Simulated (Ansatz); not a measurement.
GeSe:
```xyz
2
Lattice="0.0000 2.7800 2.7800 2.7800 0.0000 2.7800 2.7800 2.7800 0.0000" Properties=species:S:1:pos:R:3 pbc="T T T"
Ge     0.0000     0.0000     0.0000
Se     2.7800     2.7800     2.7800
```

Relaxed with PBEsol. Special points in fractions of this cell's reciprocal vectors: Γ (0.000, 0.000, 0.000); X (0.500, 0.000, 0.500); U (0.625, 0.250, 0.625); K (0.375, 0.375, 0.750); L (0.500, 0.500, 0.500); W (0.500, 0.250, 0.750).

**Question.** List the band energies nearest the Fermi level at these points for PBEsol with spin–orbit coupling in the plane-wave PAW code Ansatz.

**Answer.** In eV from the Fermi level; about four levels below and three above (degenerate sets whole), none deeper than 8.9 eV; points with the same levels are listed once.

```json
[
 {"k": "Γ", "below": "-2.38 -2.38 -2.38 -2.38", "above": "3.78 3.78 4.19 4.19 4.19 4.19"},
 {"k": "X", "below": "-4.56 -4.56 -4.36 -4.36", "above": "2.46 2.46 5.51 5.51"},
 {"k": "U", "below": "-3.91 -3.91 -3.25 -3.25", "above": "3.39 3.39 3.63 3.63"},
 {"k": "L", "below": "-2.14 -2.14 -0.17 -0.17", "above": "0.15 0.15 0.39 0.39"},
 {"k": "W", "below": "-5.82 -5.82 -1.04 -1.04", "above": "0.99 0.99 5.36 5.36"}
]
```

Space group Fm-3m (rock salt). The first step of the workflow began from a Materials Project structure, measured or hypothetical; the Crystallography Open Database copy checked does not list it. It is not the phase usual at ambient conditions (space group No. 62). Symmetry was held in the PBEsol relaxation. At this level the phase is dynamically unstable (imaginary phonons). The Fermi level of a semimetal is unsure by some 0.05 eV on such meshes.

Potentials: the earlier of the program's two PAW sets.
